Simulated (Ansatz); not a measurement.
All numbers below come from Ansatz, DFT PBE, scalar-relativistic, plane waves, PAW. All cells share a 420 eV cutoff and Γ-centred k meshes spaced at most about 0.3 Å⁻¹ (about 0.25 or finer for metals, 2π included). No spin polarisation in the final relaxations.

These are static total energies at zero pressure.

Two relaxed structures of HfAl3N:

A.

```
CELL_PARAMETERS angstrom
4.18752 0.00000 0.00000
0.00000 4.18752 0.00000
0.00000 0.00000 4.18752
ATOMIC_POSITIONS crystal
Hf 0.00000 0.00000 0.00000
Al 0.00000 0.50000 0.50000
Al 0.50000 0.00000 0.50000
Al 0.50000 0.50000 0.00000
N 0.50000 0.50000 0.50000
```

B.

```
CELL_PARAMETERS angstrom
5.68234 0.00000 0.00000
-2.84117 4.92105 0.00000
0.00000 0.00000 4.14359
ATOMIC_POSITIONS crystal
Hf 0.00000 0.00000 0.50000
Al 0.50000 0.00000 0.50000
Al 0.00000 0.50000 0.50000
Al 0.50000 0.50000 0.50000
N 0.00000 0.00000 0.00000
```

Question: Which is lower in energy, and by how much?

Answer: A is lower, by 0.35 eV/atom. A has the antiperovskite type, space group Pm-3m (No. 221), 14.7 Å³/atom and no gap on its mesh; B has space group P6/mmm (No. 191), 23.2 Å³/atom and no gap. Counting Al or Hf atoms around N (for each partner element, those within 1.25 times its shortest distance or 1.15 times the sum of covalent radii, where it is the nearest in units of that sum or under 1.3), A has N 6 and B has N 2. The denser one is the lower, and pressure would at first widen the difference. Even the lower one lies +0.05 eV/atom against the reference forms of the elements (uncorrected), a margin that errors in the energy of the gaseous reference can exceed. Both come from invented guesses.

These runs have no spin–orbit coupling, which can matter for Hf. A magnetic state wasn't ruled out in cells without spin, among them Pm-3m. Cells relaxed within their symmetry can be saddle points.
